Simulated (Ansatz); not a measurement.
Ansatz input file:

```yaml
crystal:
  lattice:
    - [3.6254855062, 0.0, 0.0]
    - [0.0, 3.6254855062, 0.0]
    - [0.0, 0.0, 3.6254855062]
  atoms:
    - { symbol: Mg, position: [0.0, 0.0, 0.0] }
    - { symbol: Ni, position: [0.0, 0.5, 0.5], spin: 0.15 }
    - { symbol: Ni, position: [0.5, 0.0, 0.5], spin: 0.15 }
    - { symbol: Ni, position: [0.5, 0.5, 0.0], spin: 0.15 }
    - { symbol: C, position: [0.5, 0.5, 0.5] }
basis:
  ecutwfc: 500
kpoints:
  mp_grid: { grid: [10, 10, 10] }
hamiltonian:
  xc: r2scan
scf:
  occupations: { method: gaussian, width: 0.1 }
output:
  forces: true
  stress: true
  eigenvalues: true
  populations: true
magnetization:
  spin_polarized: true
```

Launched with
```bash
ansatz run input.yaml --threads 2 --pin off --max-ram 5120MiB --backend cpu --events-out ev --progress --plain --runs-dir out
```

Level of theory: Ansatz, DFT r2SCAN, scalar-relativistic, plane waves, PAW.

From the run's log, abridged (final results; tables in files aren't shown):

```
SCF 1 converged in 19 iterations: F = -19713.929684 eV  dr2 = 6.34e-10
this state was not tested for a lower state beside it, because the mixer in use, unlike msr1, does not test its closes by its own steps (another_mixer; see scf.mixing.algorithm and scf.lower_state_search)
SCF converged after 19 iterations
Magnetization: 0.3955 μB (34.1978 up, 33.8022 down)
Absolute magnetization: 0.4246 μB (∫|ρ↑−ρ↓|, with the PAW one-centre terms)
Spin contamination: 0.0016 ħ² per cell (⟨S²⟩ above its minimum at these occupations)
Per-site moments (μB) at R_I (Å): [(-0.00151900, 1.05748722), (0.11611885, 0.74775638), (0.11611885, 0.74775638), (0.11611885, 0.74775638), (0.03341249, 0.74775638)]
Free energy (F): -19713.929684 eV
Harris-Foulkes:  -19713.929684 eV  (|F-HF|=3.63e-9)
Internal energy: -19713.908710 eV  (E = F + TS)
E sigma→0 (E₀):  -19713.919197 eV
Entropy (-TS):   -0.020974 eV (-4.195 meV/atom)
Fermi energy:    17.363845 eV
--- Per-component energies (eV) ---
  E_band       = -1210.475448
  E_kinetic    = 1030.829247
  E_local      = -12486.153119  (includes V_loc(G=0)·N_el)
  E_nonlocal   = 2047.026544
  E_hartree    = 5183.206822
  E_xc         = -317.948222
  E_vxc        = -467.362855  (∫ρ·V_xc dr)
  E_paw        = -5331.567315  (= ΣΔE_a)
  E_vpaw       = -1734.683829  (= ΣTr[D̂ρ^β])
  E_aug_tail   = 0.000672  (compensation charges beyond the density's cutoff)
  E_vtau       = 33.455957  (kinetic-family band-sum trace: ∫τ·v_τ [+ j·A + Jᵃ·Aᵃ] dr)
  E_ewald      = -9838.352150
  E_core_change = -0.951188  (= ΣΔE_core)
  E_smearing   = -0.020974  (= −TS)
--- Forces (eV/Å), atoms counted from 1 ---
  atom   1  Mg     0.00000000     0.00000000     0.00000000
  atom   2  Ni     0.00000000     0.00000000     0.00000000
  atom   3  Ni     0.00000000     0.00000000     0.00000000
  atom   4  Ni     0.00000000     0.00000000     0.00000000
  atom   5  C      0.00000000     0.00000000     0.00000000
--- Stress (GPa, compression-positive) ---
       31.815203       0.000000       0.000000
        0.000000      31.815203       0.000000
        0.000000       0.000000      31.815203
  P = ⅓ Tr σ = 31.8152 GPa (318.152 kbar)
--- Band table (eV; the first three rows and the last of 112) ---
  k-point 0 ↑: bands = ["-90.0309", "-90.0054", "-90.0054", "-60.5105", "-49.4230", "-49.4230", "-49.4230", "-48.7320", "-48.7320", "-48.7320", "-48.7197", "-48.7197", "-48.7197", "-25.6249", "-25.6249", "-25.6249", "1.7029", "9.8428", "12.9709", "12.9709", "12.9709", "13.1735", "13.1735", "13.1735", "13.3328", "13.3328", "15.2756", "15.2756", "15.4656", "15.4656", "15.4656", "16.2966", "16.2966", "16.2966", "16.6067", "21.6878", "23.2231", "23.2231", "23.4473", "23.4473", "23.4473", "30.7282"]
  k-point 1 ↑: bands = ["-90.0303", "-90.0059", "-90.0054", "-60.5105", "-49.4227", "-49.4227", "-49.4224", "-48.7326", "-48.7318", "-48.7318", "-48.7201", "-48.7201", "-48.7198", "-25.6255", "-25.6249", "-25.6249", "1.7800", "9.8932", "12.5955", "12.7092", "12.7092", "12.9925", "13.3811", "13.3811", "13.4080", "13.4159", "15.2765", "15.4412", "15.4447", "15.4763", "15.4763", "16.2967", "16.3846", "16.3846", "16.5633", "21.7577", "22.5477", "23.2517", "23.5057", "23.5057", "24.4577", "29.8272"]
  k-point 2 ↑: bands = ["-90.0288", "-90.0076", "-90.0054", "-60.5105", "-49.4220", "-49.4220", "-49.4210", "-48.7342", "-48.7313", "-48.7313", "-48.7213", "-48.7213", "-48.7200", "-25.6270", "-25.6250", "-25.6250", "1.9954", "9.9531", "11.7357", "12.3787", "12.3787", "13.0513", "13.3638", "13.5702", "13.5702", "13.6215", "15.2773", "15.3751", "15.4892", "15.4892", "15.5394", "16.2970", "16.4359", "16.6387", "16.6387", "21.8875", "22.1425", "23.3402", "23.6534", "23.6534", "25.8924", "28.5920"]
  k-point 55 ↓: bands = ["-89.8223", "-89.8223", "-89.8223", "-60.5101", "-49.3152", "-49.1401", "-49.1401", "-48.6064", "-48.6064", "-48.6064", "-48.5061", "-48.5061", "-48.5061", "-25.6289", "-25.6289", "-25.6289", "4.9196", "8.9551", "8.9551", "8.9551", "12.6367", "14.4082", "14.4082", "14.4082", "14.7802", "14.7802", "14.7802", "15.8068", "15.8068", "15.8068", "15.9333", "15.9333", "16.5763", "16.5763", "16.5763", "18.9992", "18.9992", "18.9992", "23.2969", "28.7008", "28.7008", "28.7008"]
--- Löwdin populations: 5 sites ---
  site symbol q [e]    m [muB]
     0     Mg      8.8886    -0.0074
     1     Ni     17.7189     0.1145
     2     Ni     17.7189     0.1145
     3     Ni     17.7189     0.1145
     4      C      5.0215     0.0734
  spilling = 0.013723 (of n_electrons = 68.000000)
```

Self-consistency was reached.

The run took 64 s on 2 threads of Intel(R) Xeon(R) Processor @ 2.50GHz (Skylake/Cascade Lake) (shared host), peak memory 0.63 GiB.

The state reached may not be the lowest one.